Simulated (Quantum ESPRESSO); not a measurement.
```cif
data_HAlBaGe
_chemical_formula_sum 'H1 Al1 Ge1 Ba1'
_space_group_name_H-M_alt 'P3m1'
_space_group_IT_number 156
_space_group_name_Hall 'P 3 -2"'
_cell_length_a 4.33016
_cell_length_b 4.33016
_cell_length_c 5.08098
_cell_angle_alpha 90.000
_cell_angle_beta 90.000
_cell_angle_gamma 120.000
loop_
_atom_site_label
_atom_site_type_symbol
_atom_site_symmetry_multiplicity
_atom_site_Wyckoff_symbol
_atom_site_fract_x
_atom_site_fract_y
_atom_site_fract_z
_atom_site_occupancy
H1 H 1 a 0.00000 0.00000 0.97916 1
Al1 Al 1 a 0.00000 0.00000 0.63651 1
Ge1 Ge 1 c 0.66667 0.33333 0.55240 1
Ba1 Ba 1 b 0.33333 0.66667 0.09793 1
```

Cell and atoms were relaxed with PBEsol from Materials Project entry mp-1207108, within its symmetry.

**Question.** What does PBEsol (pw.x of Quantum ESPRESSO, ONCV potentials, with spin-orbit coupling) give for the electronic structure near the Fermi level?

**Answer.** The PBEsol gap is 0.64 eV; at least one edge lies off the plotted path, at a point of the SCF mesh. The smallest direct gap is 1.16 eV. Another valence extremum on the path lies within 0.02 eV, too close to call.
